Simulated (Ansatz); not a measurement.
## Two states of KTl₂MoF₆

```xyz
10
Lattice="0.0079 4.5337 4.5216 4.5131 0.0140 4.5155 4.5156 4.5301 0.0115" Properties=species:S:1:pos:R:3 pbc="T T T"
F     2.1484    4.7000    4.4722
F     4.5472    2.0568    4.6089
F     7.0192    4.4983    4.5117
F     4.5723    7.0433    4.5702
F     4.6443    4.5964    2.0035
F     4.5258    4.6529    6.9308
K     4.4580    4.6071    4.4684
Tl    2.2420    2.3219    2.3716
Tl    6.6900    6.7293    6.8057
Mo    0.0761    4.4812    4.5331
```

Level: r2SCAN, with U_eff = 1.04 eV on Mo d, V = 1.0 eV between Mo d and F p within 2.362 Å (all-electron-ortho-atomic projectors); 500 eV; 4×4×4 (shifted by 0.5, 0, 0 steps) mesh; fermi-dirac occupations (width 0.0281 eV); Ansatz 0.2.0, fixed geometry.

State A: Mo10 up (collinear spin). State B: no moments (no spin polarisation).

Problem. Compare the two self-consistent states.

Solution. State A is lower by 254.6 meV an atom at zero smearing; in free energy at this smearing B lies +252.9 meV an atom from A.

| state | free energy (meV/atom) | largest moment in a small sphere (μB) | net moment (μB/cell) | gap on mesh (eV) | pressure (GPa) | largest force (eV/Å) |
| --- | --- | --- | --- | --- | --- | --- |
| A | 0.0 | 1.56 | 3.00 | 1.55 | 0.2 | 2.74 |
| B | 252.9 | 0.00 | 0.00 | metal | -0.7 | 1.95 |

Origin: a strained cell with displaced atoms, so it need not be a known compound. Caveats: an odd or shifted mesh can miss the band edges, so this level's true gap may be smaller; no spin-orbit coupling, which can shift this gap by tenths of an eV; atoms or cell far from equilibrium; odd electron count without spin polarisation, so a magnetic state may lie lower; the k mesh is coarse if the cell is a metal.
